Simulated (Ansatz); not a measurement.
TiO₂ (anatase)

```
CELL_PARAMETERS angstrom
     -1.89921     1.89921     4.85192
      1.89921    -1.89921     4.85192
      1.89921     1.89921    -4.85192
ATOMIC_POSITIONS crystal
  Ti 0.50000 0.50000 0.00000
  Ti 0.25000 0.75000 0.50000
  O  0.29360 0.29360 0.00000
  O  0.04360 0.54360 0.50000
  O  0.45640 0.95640 0.50000
  O  0.70640 0.70640 0.00000
```

This relaxed cell (volume V₀) is scaled evenly in all directions, its shape held. The atoms relax within the cell's symmetry.

These are PBE (plane waves to 420 eV, PAW, scalar-relativistic; Ansatz, an electronic-structure program) values and carry that method's errors. k mesh 12×12×12 (Γ-centred), Fermi-Dirac smearing 0.05 eV. E stands for the smeared free energy. Stress and pressure are positive under compression. The PAW data are Ansatz's earlier set. TiO2 is run without spin polarisation. TiO2 was relaxed with its symmetry unable to fall. ΔE is measured from the relaxed starting cell.

```csv
V/V₀,P (GPa),ΔE (kJ/mol of atoms)
0.840,48.3,23.25
0.867,37.1,15.27
0.893,27.4,9.26
0.920,19.0,___
0.947,11.7,2.08
0.973,5.4,___
1.000,0.0,0.00
1.027,-4.7,0.45
1.053,-8.7,1.71
1.080,-12.2,3.67
1.107,-15.1,6.24
1.133,-17.7,9.31
1.160,-19.8,12.83
```

**Question.** Complete the blanks.

**Answer.** 
- 0.920, ΔE (kJ/mol of atoms): 4.94
- 0.973, ΔE (kJ/mol of atoms): 0.49

(A scan under strain: stresses follow from slopes of the energy per volume, elastic moduli from its curvatures.)
